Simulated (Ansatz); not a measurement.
Equation of state of Lu3Si under PBE

```
Lu Si
1.0
     4.54142    0.00000    0.00000
     0.00000    4.54142    0.00000
     0.00000    0.00000    4.54142
Lu Si
3 1
Direct
  0.50000 0.50000 0.00000
  0.50000 0.00000 0.50000
  0.00000 0.50000 0.50000
  0.00000 0.00000 0.00000
```

The cell comes from a database or a generator and needn't be the stable form of this composition.

The cell was scaled at fixed shape and fractions and run with Ansatz, Ansatz PAW, cutoff 420 eV; PBE, k mesh 6 × 6 × 6 on the cell of 4 atoms, fermi-dirac occupations of 0.05 eV, no spin polarisation, no spin-orbit coupling. Energies are those that the program minimises, any entropy of the smearing included. For a metal such a mesh isn't converged to the digits shown.

```csv
V (Å³/atom),energy over the lowest row (meV/atom)
22.0111,9.993
22.4795,?
22.9478,0.000
23.4161,0.690
23.8844,4.714
24.3528,11.777
24.8211,21.608
```

Problem. Fit the third-order Birch-Murnaghan form, give V0, B0 and B′, and predict the energy left open.

Solution. With y = (V0/V)^(2/3), E = E0 + (9 V0 B0/16) [(y - 1)³ B′ + (y - 1)² (6 - 4y)]. Least squares through the rows shown give V0 = 23.0888 Å³/atom, E0 = -0.162 meV, B0 = 60.08 GPa (1 eV/Å³ = 160.218 GPa) and B′ = 3.65, with a largest miss of 0.003 meV. At V = 22.4795 the form with these constants gives 2.980 meV; the run gave 2.980 meV an atom.
